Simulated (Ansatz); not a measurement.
Structure optimisation: cobalt, dhcp

These are results of Ansatz, DFT, RPBE, plane waves (420 eV) with PAW, scalar-relativistic, not measurements. (PAW data from PBE, frozen cores regenerated.)

k-point mesh 14×14×4, Fermi-Dirac smearing 0.05 eV, starting moments 1.70 ×4 μB. Cell and atoms relax.

Starting structure:

```yaml
crystal:
  lattice:
    - [2.5018845205, 0.0, 0.0]
    - [-1.2509422603, 2.1666955521, 0.0]
    - [0.0, 0.0, 8.1711548441]
  atoms:
    - { symbol: Co, position: [0.0, 0.0, 0.0], spin: 1.7 }
    - { symbol: Co, position: [0.0, 0.0, 0.5], spin: 1.7 }
    - { symbol: Co, position: [0.3333333333, 0.6666666667, 0.25], spin: 1.7 }
    - { symbol: Co, position: [0.6666666667, 0.3333333333, 0.75], spin: 1.7 }
hamiltonian:
  xc: rpbe
  pseudopotentials:
    kind: paw
    azcp:
      Co: "pseudopotentials/Co.paw.azcp"
basis:
  ecutwfc: 420
  fft_grid_basis: typed
kpoints:
  mp_grid: { grid: [14, 14, 4], shift: [0, 0, 0] }
magnetization:
  spin_polarized: true
scf:
  occupations: { method: fermi_dirac, width: 0.05 }
relax:
  max_steps: 60
  f_tol: 0.01
  cell: {}
```

Task: The pressure at the start is 2.7 GPa. By how much does the volume change?

Result: From 11.07 to 11.22 Å³ per atom, 1.3 %. The final cell has a = 2.519 Å, c = 8.172 Å (c/a = 3.245).

Task: How much energy does the relaxation gain?

Result: 1.5 meV per atom.

Task: Which magnetic state does it end in?

Result: ferromagnetic, net 1.69 μB per atom; moments 1.78 ×2, 1.76 ×2 μB.
